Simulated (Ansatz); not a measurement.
# Profile along the Zn–Au line in ZnAu (CsCl type)

ZnAu (CsCl type)

```
CELL_PARAMETERS angstrom
      3.18677     0.00000     0.00000
      0.00000     3.18677     0.00000
      0.00000     0.00000     3.18677
ATOMIC_POSITIONS crystal
  Zn 0.50000 0.50000 0.50000
  Au 0.00000 0.00000 0.00000
```

Fields along a shortest Zn–Au line of a {110} plane (2.76 Å), from Zn to Au, interpolated on the slice's grid (step about 0.2 Å). All values below come from PBE (plane waves to 420 eV, PAW, scalar-relativistic; Ansatz, a program for electronic structure). k mesh 15×15×15. Near the nuclei the fields are pseudised (PAW); where an atom keeps semicore shells as valence, they peak there. Spin-orbit coupling is left out, though Au is heavy. ZnAu was relaxed with its symmetry unable to fall.

```tsv
distance from Zn (Å)	valence electron density (e/Å³)	electron localisation function
0.00	46.08	x
0.28	20.24	x
0.55	2.80	0.05
0.83	0.62	0.18
1.10	0.28	0.18
1.38	0.28	0.27
1.66	0.55	0.31
1.93	2.01	0.44
2.21	6.40	0.57
2.48	11.93	x
2.76	15.08	x
```

x: too close to a nucleus for the ELF to mean much.

Density on the Zn–Au line (2.76 Å) at its density minimum, 1.2 Å from Zn: 0.25 e/Å³. ELF at that point: 0.2.
